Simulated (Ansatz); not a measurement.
# Structure relaxation, HgI$_{2}$

The start is a generated cell, HgI2 placed in the pyrite structure type. A full variable-cell relaxation at zero pressure is run with r2SCAN (plane waves to 500 eV, PAW, scalar-relativistic; Ansatz, a first-principles code). First-step values are on the input's coarse k-mesh.

Ansatz input (later rounds restart from its end on a renewed k-mesh):
Ansatz 0.2 input:
```yaml
crystal:
  lattice:
    - [7.17142, 0, 0]
    - [0, 7.17142, 0]
    - [0, 0, 7.17142]
  atoms:
    - { symbol: Hg, position: [0, 0, 0] }
    - { symbol: Hg, position: [0.5, 0.5, 0] }
    - { symbol: Hg, position: [0, 0.5, 0.5] }
    - { symbol: Hg, position: [0.5, 0, 0.5] }
    - { symbol: I, position: [0.3851, 0.3851, 0.3851] }
    - { symbol: I, position: [0.8851, 0.1149, 0.6149] }
    - { symbol: I, position: [0.6149, 0.8851, 0.1149] }
    - { symbol: I, position: [0.1149, 0.6149, 0.8851] }
    - { symbol: I, position: [0.6149, 0.6149, 0.6149] }
    - { symbol: I, position: [0.1149, 0.8851, 0.3851] }
    - { symbol: I, position: [0.3851, 0.1149, 0.8851] }
    - { symbol: I, position: [0.8851, 0.3851, 0.1149] }
basis: { ecutwfc: 500, ecutrho_ratio: 4, xc_grid: 4, fft_grid_basis: typed }
kpoints: { mp_grid: { grid: [3, 3, 3] } }
hamiltonian:
  xc: r2scan
  dispersion: none
  pseudopotentials: { kind: paw }
scf: { occupations: { method: fermi_dirac, width: 0.05 } }
relax: { f_tol: 0.01, max_steps: 100, cell: { stress_tol: 0.02 } }
output: { forces: true, stress: true }
```

Problem. What pressure does the first self-consistent step give?

Solution. +10 GPa (positive: the cell is compressed).

Problem. By how much does the energy per atom fall from start to end?

Solution. 0.48 eV/atom.

Problem. How does the volume change?

Solution. +15.3 %, from 30.74 to 35.45 Å³/atom.

Problem. How do the shortest distances between atoms change?

Solution. The closest pairs of elements (up to four, under 3.6 Å), start → end: I–I 2.85 → 4.03 Å; Hg–I 3.00 → 3.07 Å.

Problem. What band gap does the relaxed structure have at this level?

Solution. No gap on the sampled points, where the bands overlap only slightly; such a result is sensitive to mesh and level.

The space group stays Pa-3 (No. 205) (the run could not lower it); the end is AFLOW prototype AB2_cP12_205_a_c (C2, as in FeS2), with 12 atoms in the primitive cell. Final values are on a 5×5×5 k-mesh of the relaxed cell. No spin polarisation in the result.

The run could not lose the symmetry of its start, so the end can be a saddle point.

The relaxed structure here is a generated cell of HgI2: the first start was made by placing the elements on the sites of a structure type, and the end was not matched to a known phase here, so it may be hypothetical.
